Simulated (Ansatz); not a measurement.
The relaxed structure here is a generated cell of Hf: the first start was made by a random draw of sites in a space group, and the end was not matched to a known phase here, so it may be hypothetical. Known forms of Hf include space group No. 194.

A relaxed cell of Hf (Pm-3m (No. 221)), relaxed on a k-mesh at least as fine as the one used below. Computed with r2SCAN (plane waves to 500 eV, PAW, scalar-relativistic; Ansatz, a program for electronic structure). Γ-centred k-mesh 4×8×8 on the run's cell (coarser than for final values), Fermi–Dirac smearing 0.05 eV.

```xyz
6
Lattice="8.5096 0.0000 0.0000 0.0000 4.2548 0.0000 0.0000 0.0000 4.2548" Properties=species:S:1:pos:R:3 pbc="T T T"
Hf     0.0000     2.1274     0.0000
Hf     4.2548     2.1274     0.0000
Hf     0.0000     0.0000     2.1274
Hf     4.2548     0.0000     2.1274
Hf     2.1274     0.0000     0.0000
Hf     6.3822     0.0000     0.0000
```

The atoms are displaced by (Å):

| atom | ux | uy | uz |
|---|---|---|---|
| Hf1 | -0.021 | 0.001 | -0.033 |
| Hf2 | 0.091 | 0.133 | 0.051 |
| Hf3 | -0.033 | 0.024 | -0.074 |
| Hf4 | 0.028 | 0.010 | -0.049 |
| Hf5 | -0.014 | 0.038 | -0.069 |
| Hf6 | -0.004 | -0.134 | 0.085 |

**Question.** What forces (eV/Å) and pressure result?

**Answer.** 
```json
[
 {"atom": "Hf1", "Fx": "0.02", "Fy": "-0.27", "Fz": "-0.27"},
 {"atom": "Hf2", "Fx": "-0.73", "Fy": "-1.85", "Fz": "-0.66"},
 {"atom": "Hf3", "Fx": "0.19", "Fy": "-0.10", "Fz": "0.72"},
 {"atom": "Hf4", "Fx": "-0.25", "Fy": "0.82", "Fz": "1.06"},
 {"atom": "Hf5", "Fx": "0.31", "Fy": "0.18", "Fz": "-0.03"},
 {"atom": "Hf6", "Fx": "0.45", "Fy": "1.23", "Fz": "-0.82"}
]
```

Pressure +0.6 GPa.

**Question.** Estimate the energy cost of the displacement in the harmonic approximation and compare with the calculation.

**Answer.** For a harmonic well ΔE = −½ Σ F·u = 0.341 eV a cell, or 57 meV/atom. The calculated energy relative to the undisplaced cell is +0.06 eV/atom, so the harmonic estimate holds well.

No spin polarisation in the result.

The run that gave the undisplaced cell could not lose the symmetry of its start; a randomly shaken copy of 6 atoms returns to this structure.
